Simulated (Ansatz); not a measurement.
# BaSn3Au: pressure against volume

A database entry relaxed whole under r2SCAN (I4mm):

```
Ba Sn Au
1.0
    -2.53252    2.53252    5.58411
     2.53252   -2.53252    5.58411
     2.53252    2.53252   -5.58411
Ba Sn Au
1 3 1
Direct
  0.00064 0.00064 0.00000
  0.60126 0.60126 0.00000
  0.24958 0.74958 0.50000
  0.74958 0.24958 0.50000
  0.35683 0.35683 0.00000
```

The cell was scaled uniformly, its shape held, and the atoms relaxed at each volume with plane-wave PAW DFT (Ansatz 0.2.0; r2SCAN, 500 eV, 9×9×9 Γ-centred mesh, fermi-dirac occupations of width 0.100 eV; no spin, no spin-orbit coupling). One row is withheld.

```tsv
volume (Å³/atom)	energy over the lowest (meV/atom)	pressure (GPa)
26.933	19.2	3.97
27.506	8.0	2.47
28.079	1.8	1.16
28.652	0.0	-0.01
29.225	?	?
29.798	7.7	-1.95
30.371	16.4	-2.76
```

Task: Fit the pressures of the other rows to the third-order Birch-Murnaghan form.

Result: With f = [(V₀/V)^(2/3) − 1]/2 and P = 3B₀f(1 + 2f)^(5/2)[1 + 3(B₀′ − 4)f/2], least squares gives V₀ = 28.65 Å³ an atom, B₀ = 54.9 GPa and B₀′ = 5.2; the rows miss the fit by less than 0.01 GPa. The slope of the energies differs from these pressures by 0.07 GPa, since they are taken to zero smearing while pressures follow the free energy.

Task: What does the withheld row hold?

Result: The fit gives -1.04 GPa at 29.225 Å³; the run gave -1.04 GPa and 2.1 meV an atom.

Caveats: the shape of the cell was held, so B₀ is an upper bound where the axes differ in stiffness; 0 K, fixed nuclei; the symmetry was kept, and this need not be the phase that is stable at 0 K; one mesh for all volumes; pressure is positive in compression.
